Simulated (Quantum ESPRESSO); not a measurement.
Zr6TaMg, input and log of a self-consistent run

A calculation, not a measurement. The program is pw.x of Quantum ESPRESSO 7.5 (plane-wave density functional theory). The cell is made up: eight metal atoms on a hexagonal close-packed lattice, with elements, volume, strain and displacements drawn at random and not relaxed, so it may be unstable or far from any real phase. PseudoDojo standard norm-conserving files set the functional (PBE unless stated); there is no spin polarisation or spin-orbit coupling, the Fermi-Dirac width of 0.25 eV means electrons at about 2900 K, and the masses in the input are unused placeholders. Heavy elements are run without spin-orbit coupling, which real alloys of them have. A spin test at this wide smearing found no moment, but such smearing suppresses magnetism that the real alloy may have.

Input:

```
&control calculation='scf', pseudo_dir='./dojo.nc.sr.pbe.v0_5.standard.upf', outdir='./o', disk_io='minimal', tprnfor=.true., tstress=.true. /
&system ibrav=0, nat=8, ntyp=3, nbnd=65, ecutwfc=84.00895049, nosym=.true., tot_charge=0,
 occupations='smearing', smearing='fd', degauss=0.0183746611
/
&electrons conv_thr=1.470e-08, electron_maxstep=70, mixing_beta=0.5 /
ATOMIC_SPECIES
Mg 1.0 Mg.upf
Ta 1.0 Ta.upf
Zr 1.0 Zr.upf
CELL_PARAMETERS angstrom
3.1622 0.0108 -0.0286
0.0187 5.4429 0.0265
-0.0933 0.0498 10.2734
ATOMIC_POSITIONS angstrom
Zr 0.0027 -0.1015 0.0343
Ta -0.0949 0.1613 5.1453
Zr -0.1642 1.662 2.6313
Zr 0.0438 1.9404 7.6162
Mg 1.4758 2.7756 0.0666
Zr 1.4545 2.8323 5.2113
Zr 1.6736 4.5296 2.5752
Zr 1.5425 4.4419 7.6751
K_POINTS automatic
7 4 3 1 1 1
```

The log is shortened where brackets say so; the opening notice, blank lines, dates and the lines on written files are dropped, and the path of the files is cut. It prints rydbergs, bohrs and kilobars, and counts compression as positive stress. Its total energy is the free energy E - TS of the whole cell.

```
     Program PWSCF v.7.5
     Parallel version (MPI & OpenMP), running on       4 processor cores
     Number of MPI processes:                 4
     Threads/MPI process:                     1
     [start-up lines left out]
     bravais-lattice index     =            0
     lattice parameter (alat)  =       5.9760  a.u.
     unit-cell volume          =    1193.1068 (a.u.)^3
     number of atoms/cell      =            8
     number of atomic types    =            3
     number of electrons       =        95.00
     number of Kohn-Sham states=           65
     kinetic-energy cutoff     =      84.0090  Ry
     charge density cutoff     =     336.0358  Ry
     scf convergence threshold =      1.5E-08
     mixing beta               =       0.5000
     number of iterations used =            8  plain     mixing
     Exchange-correlation= PBE
                           (   1   4   3   4   0   0   0)
     [axes and pseudopotential details left out]
   Cartesian axes
     site n.     atom                  positions (alat units)
         1        Zr     tau(   1) = (   0.0008538  -0.0320964   0.0108464  )
         2        Ta     tau(   2) = (  -0.0300093   0.0510064   1.6270506  )
         3        Zr     tau(   3) = (  -0.0519234   0.5255589   0.8320717  )
         4        Zr     tau(   4) = (   0.0138505   0.6135948   2.4084005  )
         5        Mg     tau(   5) = (   0.4666786   0.8777023   0.0210603  )
         6        Zr     tau(   6) = (   0.4599431   0.8956320   1.6479212  )
         7        Zr     tau(   7) = (   0.5292271   1.4323535   0.8143317  )
         8        Zr     tau(   8) = (   0.4877705   1.4046210   2.4270259  )
     number of k points=    42  Fermi-Dirac smearing, width (Ry)=  0.0184
                       cart. coord. in units 2pi/alat
        k(    1) = (   0.0716523   0.0721281   0.0516043), wk =   0.0476190
        k(    2) = (   0.0697926   0.0731337  -0.1536302), wk =   0.0476190
     [further k points left out]
     Dense  grid:   124125 G-vectors     FFT dimensions: (  36,  64, 120)
     Estimated max dynamical RAM per process >     370.92 MB
     Estimated total dynamical RAM >       1.36 GB
     Initial potential from superposition of free atoms
     starting charge      94.9841, renormalised to      95.0000
     Starting wfcs are   75 randomized atomic wfcs
     total cpu time spent up to now is        6.6 secs
     per-process dynamical memory:   284.9 Mb
     Self-consistent Calculation
     iteration #  1     ecut=    84.01 Ry     beta= 0.50
     Davidson diagonalization with overlap
     ethr =  1.00E-02,  avg # of iterations =  2.7
     Threshold (ethr) on eigenvalues was too large:
     Diagonalizing with lowered threshold
     Davidson diagonalization with overlap
     ethr =  6.78E-04,  avg # of iterations =  3.2
     total cpu time spent up to now is       30.2 secs
     total energy              =    -856.12981855 Ry
     estimated scf accuracy    <       0.64203396 Ry
     iteration #  2     ecut=    84.01 Ry     beta= 0.50
     Davidson diagonalization with overlap
     ethr =  6.76E-04,  avg # of iterations =  5.7
     total cpu time spent up to now is       45.9 secs
     total energy              =    -855.28933984 Ry
     estimated scf accuracy    <      17.05260219 Ry
     iteration #  3     ecut=    84.01 Ry     beta= 0.50
     Davidson diagonalization with overlap
     ethr =  6.76E-04,  avg # of iterations =  6.1
     total cpu time spent up to now is       60.5 secs
     total energy              =    -856.12255402 Ry
     estimated scf accuracy    <       5.02662375 Ry
     iteration #  4     ecut=    84.01 Ry     beta= 0.50
     Davidson diagonalization with overlap
     ethr =  6.76E-04,  avg # of iterations =  2.7
     total cpu time spent up to now is       72.1 secs
     total energy              =    -856.40176796 Ry
     estimated scf accuracy    <       0.27984853 Ry
     iteration #  5     ecut=    84.01 Ry     beta= 0.50
     Davidson diagonalization with overlap
     ethr =  2.95E-04,  avg # of iterations =  2.0
     total cpu time spent up to now is       82.5 secs
     total energy              =    -856.41286837 Ry
     estimated scf accuracy    <       0.14053956 Ry
     [iterations 6 to 15 left out]
     iteration # 16     ecut=    84.01 Ry     beta= 0.50
     Davidson diagonalization with overlap
     ethr =  1.15E-09,  avg # of iterations =  2.5
     total cpu time spent up to now is      217.8 secs
     total energy              =    -856.43205838 Ry
     estimated scf accuracy    <       0.00000107 Ry
     iteration # 17     ecut=    84.01 Ry     beta= 0.50
     Davidson diagonalization with overlap
     ethr =  1.12E-09,  avg # of iterations =  2.0
     total cpu time spent up to now is      229.0 secs
     total energy              =    -856.43205837 Ry
     estimated scf accuracy    <       0.00000509 Ry
     iteration # 18     ecut=    84.01 Ry     beta= 0.50
     Davidson diagonalization with overlap
     ethr =  1.12E-09,  avg # of iterations =  1.0
     total cpu time spent up to now is      240.5 secs
     total energy              =    -856.43205855 Ry
     estimated scf accuracy    <       0.00000002 Ry
     iteration # 19     ecut=    84.01 Ry     beta= 0.50
     Davidson diagonalization with overlap
     ethr =  2.36E-11,  avg # of iterations =  5.3
     total cpu time spent up to now is      254.6 secs
     total energy              =    -856.43205855 Ry
     estimated scf accuracy    <       0.00000003 Ry
     iteration # 20     ecut=    84.01 Ry     beta= 0.50
     Davidson diagonalization with overlap
     ethr =  2.36E-11,  avg # of iterations =  2.0
     total cpu time spent up to now is      266.7 secs
     End of self-consistent calculation
     [lines on levels left out]
!    total energy              =    -856.43205855 Ry
     estimated scf accuracy    <          4.4E-09 Ry
     smearing contrib. (-TS)   =      -0.14616695 Ry
     internal energy E=F+TS    =    -856.28589161 Ry
     The total energy is F=E-TS. E is the sum of the following terms:
     one-electron contribution =    -224.42849701 Ry
     hartree contribution      =     144.49402636 Ry
     xc contribution           =    -165.75361763 Ry
     ewald contribution        =    -610.59780333 Ry
     convergence has been achieved in  20 iterations
     Forces acting on atoms (cartesian axes, Ry/au):
     atom    1 type  3   force =    -0.00470703    0.02109191   -0.01720299
     atom    2 type  2   force =    -0.00220818   -0.00144613    0.00609350
     atom    3 type  3   force =     0.01508264    0.01478128   -0.00572157
     atom    4 type  3   force =    -0.00996873   -0.05968939    0.04092634
     atom    5 type  1   force =     0.00806220   -0.02430273   -0.00756698
     atom    6 type  3   force =    -0.00020410    0.00041182   -0.04643440
     atom    7 type  3   force =    -0.01360943   -0.01042264    0.02847754
     atom    8 type  3   force =     0.00755264    0.05957587    0.00142857
     Total force =     0.119186     Total SCF correction =     0.000194
     Computing stress (Cartesian axis) and pressure
          total   stress  (Ry/bohr**3)                   (kbar)     P=       31.98
   0.00006477   0.00003591   0.00001863            9.53        5.28        2.74
   0.00003591   0.00035652  -0.00002291            5.28       52.45       -3.37
   0.00001863  -0.00002291   0.00023079            2.74       -3.37       33.95
     init_run     :      6.18s CPU      6.54s WALL (       1 calls)
     electrons    :    256.65s CPU    260.19s WALL (       1 calls)
     forces       :      2.26s CPU      2.29s WALL (       1 calls)
     stress       :      7.47s CPU      7.48s WALL (       1 calls)
     [timing details left out]
     PWSCF        :   4m32.62s CPU   4m36.64s WALL
     JOB DONE.
```

In other units: free energy -11652.352 eV for the cell, pressure 3.20 GPa, largest force component 1.535 eV/Å in size. The run took 278 s of wall time with four MPI processes on a shared machine (Intel Xeon, 2023 or later, virtual cores), so the time is rough. A rerun of this cell at a higher cutoff and on a denser mesh moved values by no more than 0.007 eV in energy, 0.03 GPa in stress and 0.008 eV/Å in force, and a second program with other atomic files agreed on that cell to 2 % rms in force and 0.5 GPa in pressure.